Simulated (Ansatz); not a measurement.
TiOs, a database entry at a rescaled volume

```xyz
2
Lattice="3.0430 0.0000 0.0000 0.0000 3.0430 0.0000 0.0000 0.0000 3.0430" Properties=species:S:1:pos:R:3 pbc="T T T"
Ti    1.5215    1.5215    1.5215
Os    0.0000    0.0000    0.0000
```

Method: PBEsol, no spin polarisation; PAW, plane waves to 420 eV, 8×8×8 Γ-centred mesh, gaussian occupations (width 0.0137 eV) (Ansatz 0.2.0), atoms fixed.

Q: What does the stress say?

A: The pressure is 4.8 GPa (compression positive), so with the atoms held at these fractions the cell would first expand.

Q: Is there a gap?

A: It is a metal, with about 0.41 states/eV a cell as the mean within 0.25 eV of the Fermi level, mostly Ti d (53 %) and Os d (28 %).

Q: Is it stable against the elements?

A: -0.70 eV an atom against the elements' usual phases (free molecules for gases, crystals otherwise, with no correction for O₂ or N₂), so it is bound against them; other compounds may still compete. Relaxing would lower it.

Q: What do density and ELF say about some of the short contacts?

A: Ti–Os at 2.64 Å: least valence density 0.36 e/Å³ and ELF 0.23 there. Ti–Ti at 3.04 Å: least valence density 0.20 e/Å³ and ELF 0.24 there. Os–Os at 3.04 Å: least valence density 0.33 e/Å³ and ELF 0.46 there. These are pseudo-fields; inside the PAW spheres they differ from the all-electron ones.

Q: How is the charge shared?

A: Bader charges in e: Ti +1.36, Os -1.36. In the mean Ti gives up most and Os takes most.

Origin: a database entry at a rescaled volume.
